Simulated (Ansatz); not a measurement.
Here is the system:

CrB4:
```
CELL_PARAMETERS angstrom
      4.70415     0.00000     0.00000
      0.00000     5.44493     0.00000
      0.00000     0.00000     2.84670
ATOMIC_POSITIONS crystal
  Cr 0.50000 0.50000 0.50000
  Cr 0.00000 0.00000 0.00000
  B  0.66321 0.86840 0.50000
  B  0.33679 0.13160 0.50000
  B  0.16321 0.63160 0.00000
  B  0.83679 0.36840 0.00000
  B  0.72573 0.18041 0.50000
  B  0.27427 0.81959 0.50000
  B  0.22573 0.31959 0.00000
  B  0.77427 0.68041 0.00000
```

This is the r²SCAN-relaxed structure.

Task: All from the program Ansatz at the r²SCAN level (PAW), unless another level is named. Estimate the electronic character.

Result: metallic (no gap).

Task: Next, the density of states at the Fermi level?

Result: 0.07 states/eV per atom (mean over ±0.08 eV).

Task: Give the formation energy from the elements (no fitted shifts).

Result: -0.27 eV/atom.

Space group Pnnm. The workflow started from a Materials Project entry (that database holds measured and hypothetical structures alike); the Crystallography Open Database copy checked does not list it. COD files the formula under space group No. 71. Whether it is the stable phase at ambient conditions was not checked. The cell was relaxed with r²SCAN under the symmetry of its start; whether a distortion lowers the energy is not shown. The run is not spin-polarised. The references are the lowest solids computed at this level, not always the standard phases.

Potentials: the later of the program's two PAW sets.
